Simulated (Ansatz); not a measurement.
## SnPt$_{3}$: zone-centre modes under pressure

SnPt$_{3}$, Pm-3m, a = 3.980 Å. The structure is a COD entry; whether it is the stable form wasn't checked. Ansatz: LDA, PAW, 420 eV, Γ-centred 10×10×10 mesh on 4 atoms, Fermi-Dirac smearing 0.15 eV; no spin polarisation. Cell and atoms are relaxed at each pressure with the symmetry kept; optical modes at Γ by linear response, in cm⁻¹, matched by rank (the highest 3 distinct ones).

```tsv
P (GPa)	V (Å³/atom)	ω1	ω2	ω3
0	15.766	91.5	106.0	179.8
8	15.297	101.8	117.1	195.3
25	14.521	?	?	?
```

Task: Get each mode's Grüneisen parameter γ = −d ln ω/d ln V from the other rows and predict the missing frequencies.

Result: ln(V/V0) = 0.0000, -0.0302, -0.0823; a line through ln(ω/ω0) of the 2 known rows gives ω1: γ = 3.532, predicted 122.4, computed 119.5; ω2: γ = 3.298, predicted 139.1, computed 136.5; ω3: γ = 2.738, predicted 225.2, computed 222.7. The worst miss is 2.4 %: γ isn't constant over this range. In a metal these frequencies hang on the mesh and smearing.

The mesh isn't the same in all rows (10×10×10, 12×12×12). Spin–orbit coupling is left out, which can shift energies with elements as heavy as these.